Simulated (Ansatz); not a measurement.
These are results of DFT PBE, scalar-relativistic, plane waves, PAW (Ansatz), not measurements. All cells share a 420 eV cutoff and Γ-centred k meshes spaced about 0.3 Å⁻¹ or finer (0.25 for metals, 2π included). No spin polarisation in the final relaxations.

These are static total energies at zero pressure. All come from trial cells, and lower structures may exist.

Task: These unrelaxed guesses for Zr₄Ag are each relaxed within their symmetry. Order them by the energy at which they end, lowest first.
A.

```xyz
5
Lattice="-2.5401 2.5401 3.9182 2.5401 -2.5401 3.9182 2.5401 2.5401 -3.9182" Properties=species:S:1:pos:R:3 pbc="T T T"
Zr    0.0000    2.5401    0.0000
Zr    2.5401    0.0000    0.0000
Zr    0.0000    0.0000    1.6062
Zr    0.0000    0.0000    6.2302
Ag    0.0000    0.0000    3.9182
```

B.

```xyz
5
Lattice="3.4028 -4.0808 0.0000 3.4028 4.0808 0.0000 0.0000 0.0000 3.1007" Properties=species:S:1:pos:R:3 pbc="T T T"
Zr    3.4028   -1.8996    1.5504
Zr    1.9298    0.0000    0.0000
Zr    4.8758    0.0000    0.0000
Zr    3.4028    1.8996    1.5504
Ag    3.4028    0.0000    1.5504
```

C.

```xyz
5
Lattice="-2.9217 2.9217 2.6353 2.9217 -2.9217 2.6353 2.9217 2.9217 -2.6353" Properties=species:S:1:pos:R:3 pbc="T T T"
Zr    1.8043    0.0000    1.5994
Zr    4.0391    0.0000    1.5994
Zr    0.0000    1.8043    1.5994
Zr    0.0000    4.0391    1.5994
Ag    0.0000    0.0000    4.6636
```

Result: C (ends in I4/mmm, 0 meV/atom), B (ends in Cmmm, 126 meV/atom), A (ends in I4/mmm, 0.32 eV/atom). Even the lowest end lies +0.23 eV/atom against the elements.

Cells relaxed within their symmetry can be saddle points; a later kick test found a lower structure for Zr4Ag I4/mmm. Some structure types and database cells were kept out of the candidates from the start, so a known form may be missing.
